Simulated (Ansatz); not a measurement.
**AuCu3-type SrAg₃**

Level of theory: DFT, PBE, scalar-relativistic, no spin polarisation; plane waves to 420 eV with PAW datasets (Ansatz 0.2.0), Γ-centred 8×8×8 mesh, 0.05 eV Gaussian smearing. The datasets are Ansatz's generated set soft_2.

```xyz
4
Lattice="4.5709 0.0000 0.0000 0.0000 4.5709 0.0000 0.0000 0.0000 4.5709" Properties=species:S:1:pos:R:3 pbc="T T T"
Sr    0.0000    0.0000    0.0000
Ag    0.0000    2.2854    2.2854
Ag    2.2854    2.2854    0.0000
Ag    2.2854    0.0000    2.2854
```

The structure was built from a prototype; whether the compound forms in it isn't claimed.

The cell has space group Pm-3m (read at 0.01 Å). In it the stress is 0.02, 0.02, 0.02, 0.00, 0.00, 0.00 GPa and the largest force component 0.000 eV/Å. Each change below starts from this cell, without further relaxation. Stress is in GPa, positive in compression, in the order xx, yy, zz, yz, xz, xy; energies are counted from the cell above and are free energies with the smearing's entropy, which match forces and stress in a metal.

Question: What happens when atom 4 (Ag) is moved by 0.12 Å along x?

Answer: The energy changes by 16.9 meV per cell, and the force on it along the shift is -0.282 eV/Å (−F/u = 2.35 eV/Å²). Stress: 0.14, 0.11, 0.20, 0.00, 0.00, 0.00.
| atom | Fx (eV/Å) | Fy | Fz |
| --- | --- | --- | --- |
| Sr1 | 0.273 | 0.000 | 0.000 |
| Ag2 | 0.002 | 0.000 | 0.000 |
| Ag3 | 0.007 | 0.000 | 0.000 |
| Ag4 | -0.282 | 0.000 | 0.000 |
In a harmonic crystal the energy would rise by −½F·u = ½ × 2.35 × 0.12² eV = 16.9 meV, which matches.

Question: One atom was moved along a Cartesian axis, and these forces appeared. Which atom, and about how far?
| atom | Fx (eV/Å) | Fy | Fz |
| --- | --- | --- | --- |
| Sr1 | 0.000 | 0.000 | 0.457 |
| Ag2 | 0.000 | 0.000 | -0.475 |
| Ag3 | 0.000 | 0.000 | 0.007 |
| Ag4 | 0.000 | 0.000 | 0.011 |

Answer: Atom 2 (Ag) is moved by 0.20 Å along z; the energy changes by 47.1 meV per cell.

Question: What stress follows from an engineering strain of 3 % in zz, atoms carried along?

Answer: -0.79, -0.79, -1.66, 0.00, 0.00, 0.00 GPa; the energy changes by 14.6 meV per cell.
The change of the stress over the strain gives a clamped-atom stiffness of about 56 GPa for this component, a secant value that lies under the elastic constant in tension and over it in compression, by several per cent for each per cent of strain.
In a harmonic crystal the energy would rise by V(½Cε² − σ₀ε), with σ₀ the stress of the unstrained cell, = 14.7 meV, which matches.

Question: A single strain component, atoms carried along, gave the stress 0.01, 0.04, 0.01, 0.00, 0.03, 0.00. Which component, and about how large?

Answer: An engineering strain of -1 % in xz; the energy changes by 0.1 meV per cell.

Question: All atoms and the cell are disturbed at random:
```xyz
4
Lattice="4.6252 -0.0261 0.0449 -0.0261 4.6046 0.0149 0.0449 0.0149 4.5837" Properties=species:S:1:pos:R:3 pbc="T T T"
Sr    0.0829   -0.0477    0.2211
Ag    0.0622    2.3917    2.2907
Ag    2.1704    2.1537   -0.0270
Ag    2.3284    0.0958    2.1586
```
Give the energy change, the stress and the forces.

Answer: 279.8 meV per cell; stress 0.73, 0.56, 0.53, -0.49, 0.12, 0.37 GPa.
```tsv
atom	Fx (eV/Å)	Fy	Fz
Sr1	-0.628	0.031	-1.222
Ag2	0.020	-0.352	0.531
Ag3	0.441	0.242	-0.146
Ag4	0.167	0.079	0.837
```

Question: All atoms and the cell are disturbed at random:
```
CELL_PARAMETERS angstrom
4.54682 -0.06862 -0.01657
-0.06862 4.56846 0.05099
-0.01657 0.05099 4.50590
ATOMIC_POSITIONS crystal
Sr 0.99775 0.98521 0.99302
Ag 0.97841 0.51975 0.53497
Ag 0.51431 0.48619 0.97280
Ag 0.50953 0.00885 0.49921
```
Give the energy change, the stress and the forces.

Answer: 98.4 meV per cell; stress 1.67, 1.62, 2.24, 0.48, -0.29, 0.25 GPa.
| atom | Fx (eV/Å) | Fy | Fz |
| --- | --- | --- | --- |
| Sr1 | 0.340 | 0.366 | 0.569 |
| Ag2 | 0.060 | -0.370 | -0.544 |
| Ag3 | -0.265 | -0.027 | 0.058 |
| Ag4 | -0.135 | 0.031 | -0.083 |
